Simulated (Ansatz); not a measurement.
An Ansatz (an electronic-structure program) run. Input:

Ansatz 0.2 input:
```yaml
crystal:
  lattice:
    - [6.4802526665, 0.0, 0.0]
    - [-3.2401263332, 5.6120634321, 0.0]
    - [0.0, 0.0, 10.4656305956]
  atoms:
    - { symbol: Ga, position: [0.0, 0.0, 0.2489702155] }
    - { symbol: O, position: [0.0, 0.0, 0.4284459463] }
    - { symbol: O, position: [0.0, 0.0, 0.9395793137] }
    - { symbol: O, position: [0.0002812938, 0.5001406469, 0.4383089636] }
    - { symbol: O, position: [0.9990312804, 0.4995156402, 0.9398683481] }
    - { symbol: O, position: [0.4998593531, 0.9997187062, 0.4383089636] }
    - { symbol: O, position: [0.5004843598, 0.0009687196, 0.9398683481] }
    - { symbol: O, position: [0.4998593531, 0.5001406469, 0.4383089636] }
    - { symbol: O, position: [0.5004843598, 0.4995156402, 0.9398683481] }
    - { symbol: O, position: [0.8407696201, 0.1592303799, 0.1916616494] }
    - { symbol: O, position: [0.8337597755, 0.1662402245, 0.6881670993] }
    - { symbol: O, position: [0.8407696201, 0.6815392403, 0.1916616494] }
    - { symbol: O, position: [0.8337597755, 0.667519551, 0.6881670993] }
    - { symbol: O, position: [0.3184607597, 0.1592303799, 0.1916616494] }
    - { symbol: O, position: [0.332480449, 0.1662402245, 0.6881670993] }
    - { symbol: O, position: [0.3333333333, 0.6666666667, 0.1876846758] }
    - { symbol: O, position: [0.3333333333, 0.6666666667, 0.6900151463] }
    - { symbol: Zn, position: [0.0, 0.0, 0.7496044666] }
    - { symbol: Zn, position: [0.0036983843, 0.5018491921, 0.2506694002] }
    - { symbol: Zn, position: [0.9998766146, 0.4999383073, 0.7493367498] }
    - { symbol: Zn, position: [0.4981508079, 0.9963016157, 0.2506694002] }
    - { symbol: Zn, position: [0.5000616927, 0.0001233854, 0.7493367498] }
    - { symbol: Zn, position: [0.4981508079, 0.5018491921, 0.2506694002] }
    - { symbol: Zn, position: [0.5000616927, 0.4999383073, 0.7493367498] }
    - { symbol: Zn, position: [0.831891656, 0.168108344, 0.5005219963] }
    - { symbol: Zn, position: [0.833298883, 0.166701117, 0.9963379608] }
    - { symbol: Zn, position: [0.831891656, 0.6637833121, 0.5005219963] }
    - { symbol: Zn, position: [0.833298883, 0.6665977659, 0.9963379608] }
    - { symbol: Zn, position: [0.3362166879, 0.168108344, 0.5005219963] }
    - { symbol: Zn, position: [0.3334022341, 0.166701117, 0.9963379608] }
    - { symbol: Zn, position: [0.3333333333, 0.6666666667, 0.501523471] }
    - { symbol: Zn, position: [0.3333333333, 0.6666666667, 0.9975602623] }
kpoints:
  mp_grid: { grid: [7, 7, 4] }
hamiltonian:
  xc: r2scan
  pseudopotentials: { kind: paw }
scf:
  occupations: { method: gaussian, width: 0.05 }
checkpoint: { read: metal.run }
output: { write_density: true, elf: true, volumetric_format: npy }
```

Output (shortened):

```
Pseudopotentials: kind: paw
Pseudopotential: Ga, paw, valence charge 13
Pseudopotential: O, paw, valence charge 6
Pseudopotential: Zn, paw, valence charge 12
Functional definition: r2SCAN
concurrent solve slots: 7 of 8 are kept, ahead of what memory takes: no pass of the eigensolver takes more rounds on 7
Crystal: 32 atoms, lattice volume = 380.610 Å³
Basis set: ecut = 500 eV, 9681 PW (Γ), exchange–correlation on 192×192×320 points (64 copies of the dense FFT grid, shifted against one another)
Bands: 177, of which v1, the nominal top of the filled ones, is band 145 counted from 1 (144 counted from 0)
Symmetry: 6 space group operations
Space group: P3m1 (ITA 156), of the structure as read, at distance tolerance 7.2e-5 Å
k-points: 28 of 196 (time reversal used)
PAW frozen core: Ga, regenerated for the run's functional
PAW frozen core: O, regenerated for the run's functional
PAW frozen core: Zn, regenerated for the run's functional
Initial density: read from a saved state, or passed on in memory by an earlier SCF of this step, an earlier step, the calling program or the single point that …
Stability of the state it starts from, as read at its close in the unpolarized treatment …
Initial wavefunctions: pseudopotential atomic-orbital guess
Eigensolver: davidson
Functional: x = r2scan, c = r2scan; τ floored in thin density (d = 2e-4 eV/Å³)
all-band conjugate gradients solve this SCF's bands
SCF 1 converged in 3 iterations: F = -62783.431393 eV  dr2 = 7.90e-11
concurrent solve slots: 7 of 8 are kept, ahead of what memory takes: no pass of the eigensolver takes more rounds on 7
the band table was solved once the SCF had ended and its energy, with any forces and stress, was formed, with the checks that follow a solve (15429 …
SCF converged after 3 iterations
Free energy (F): -62783.431393 eV
Harris-Foulkes:  -62783.431393 eV  (|F-HF|=2.91e-11)
Internal energy: -62783.429583 eV  (E = F + TS)
E sigma→0 (E₀):  -62783.430488 eV
Entropy (-TS):   -0.001810 eV (-0.057 meV/atom)
Fermi energy:    9.824504 eV
--- Per-component energies (eV) ---
  E_band       = 303.294406
  E_kinetic    = 4886.982168
  E_local      = -32274.363211  (includes V_loc(G=0)·N_el)
  E_nonlocal   = 10546.637172
  E_hartree    = 13407.312888
  E_xc         = -3080.334854
  E_vxc        = -2531.770740  (∫ρ·V_xc dr)
  E_paw        = -32386.329057  (= ΣΔE_a)
  E_vpaw       = -7292.073415  (= ΣTr[D̂ρ^β])
  E_aug_tail   = 0.014684  (compensation charges beyond the density's cutoff)
  E_vtau       = 153.243560  (kinetic-family band-sum trace: ∫τ·v_τ [+ j·A + Jᵃ·Aᵃ] dr)
  E_ewald      = -23879.445968
  E_core_change = -3.903405  (= ΣΔE_core)
  E_smearing   = -0.001810  (= −TS)
  E_closure    =  0.000000  (closes the sum)
  Σ components = -62783.431393   (vs F -62783.431393, Δ=0.00e0)
--- Band table (eV; the first three rows and the last of 28) ---
  k-point 0: bands = ["-12.5488", "-12.0761", "-12.0721", "-12.0721", "-11.8468", "-11.6302", "-11.5212", "-11.3716", "-11.3409", "-11.3409", "-11.3102", "-11.2899", "-11.2899", "-11.1728", "-11.1728", "-11.1631", "-6.9325", "-6.9325", "-6.8202", "-6.8202", …
  k-point 1: bands = ["-12.5460", "-12.0889", "-12.0720", "-12.0720", "-11.8357", "-11.6408", "-11.4958", "-11.3888", "-11.3418", "-11.3418", "-11.3086", "-11.2891", "-11.2891", "-11.1728", "-11.1728", "-11.1635", "-6.9325", "-6.9325", "-6.8202", "-6.8202", …
  k-point 2: bands = ["-12.5431", "-12.1008", "-12.0719", "-12.0719", "-11.8252", "-11.6499", "-11.4595", "-11.4182", "-11.3427", "-11.3427", "-11.3073", "-11.2883", "-11.2883", "-11.1727", "-11.1727", "-11.1639", "-6.9325", "-6.9325", "-6.8202", "-6.8202", …
  k-point 27: bands = ["-12.3951", "-12.1982", "-12.0930", "-12.0245", "-11.6343", "-11.6106", "-11.5403", "-11.5198", "-11.4329", "-11.3443", "-11.3347", "-11.2833", "-11.2470", "-11.2406", "-11.2263", "-11.1537", "-6.9316", "-6.9315", "-6.8417", "-6.8254", …
  band table: 177 of 177 bands, residual norms ≤ 1.0e-3 eV
  device         0  10.63 GiB
```

The start of the workflow was typed in or built on a structure type; neither database checked (COD, Materials Project) lists it. Its standing as an ambient phase is unchecked. The r²SCAN relaxation kept the symmetry of its start; whether a distortion lowers the energy is not shown. With an odd number of electrons in the cell and no spin polarisation, the count alone makes it a metal. Spin–orbit coupling is left out wherever it is not named.

Potentials: the later of the program's two PAW sets.

Ansatz is a plane-wave DFT program.
